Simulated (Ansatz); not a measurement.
## What DFT gives for AuO₅F₂

```yaml
crystal:
  lattice:
    - [0.00000, 5.07736, 0.00000]
    - [5.57943, -2.53868, 0.00000]
    - [2.02443, 0.00000, -6.26774]
  atoms:
    - { symbol: F, position: [0.45063, 0.72288, 0.32070] }
    - { symbol: F, position: [0.72775, 0.27712, 0.17930] }
    - { symbol: F, position: [0.54937, 0.27712, 0.67930] }
    - { symbol: F, position: [0.27225, 0.72288, 0.82070] }
    - { symbol: Au, position: [0.00000, 0.00000, 0.50000] }
    - { symbol: Au, position: [0.00000, 0.00000, 0.00000] }
    - { symbol: O, position: [0.64140, 0.74280, 0.50290] }
    - { symbol: O, position: [0.89860, 0.25720, 0.99710] }
    - { symbol: O, position: [0.35860, 0.25720, 0.49710] }
    - { symbol: O, position: [0.10140, 0.74280, 0.00290] }
    - { symbol: O, position: [0.44840, 0.00000, 0.25000] }
    - { symbol: O, position: [0.55160, 0.00000, 0.75000] }
    - { symbol: O, position: [0.64220, 0.74200, 0.13130] }
    - { symbol: O, position: [0.90020, 0.25800, 0.36870] }
    - { symbol: O, position: [0.35780, 0.25800, 0.86870] }
    - { symbol: O, position: [0.09980, 0.74200, 0.63130] }
```

Single point in Ansatz 0.2.0 with r2SCAN, no spin polarisation. Cutoff 500 eV, PAW datasets, 5×5×4 Γ-centred k mesh, fermi-dirac filling (width 0.1 eV).

Task: What does the stress say?

Result: The pressure is 36.3 GPa (compression positive), so with the atoms held at these fractions the cell would first expand; the forces are large, so a full relaxation may end otherwise. The principal stresses 24.4, 33.0, 51.6 GPa differ, so its shape would change too.

Task: Give the Bader charges.

Result: Bader charges in e: Au +1.47, O -0.35 to -0.24, F +0.08. In the mean Au gives up most and O takes most.

Task: What do density and ELF say about some of the short contacts?

Result: F–O at 1.53 Å: least valence density 1.41 e/Å³ and ELF 0.42 there. Au–O at 1.85 Å: least valence density 1.27 e/Å³ and ELF 0.35 there. Both are smooth PAW fields, read partly inside the augmentation spheres.

Task: What happens at the Fermi level?

Result: It is a metal on this mesh, though the bands barely overlap, with about 6.9 states/eV a cell as the mean within 0.25 eV of the Fermi level, mostly O p (69 %) and F p (19 %).

Task: What is the formation energy?

Result: 1.83 eV an atom against the elements' usual phases (free molecules for gases, crystals otherwise, with no correction for O₂ or N₂), so at this geometry it isn't bound against them. Relaxing would lower it.

Task: Where is the largest force?

Result: The largest is on O13 (and as large on other atoms): 4.58 eV/Å, components (-4.34, -0.31, 1.44). It makes 112° with the line to a nearest neighbour, F1 at 1.53 Å.

Origin: a known structure type with other elements, at an estimated volume, so it need not be a known compound. Caveats: many states at the Fermi level without spin polarisation, so a magnetic state may lie lower; atoms or cell far from equilibrium.
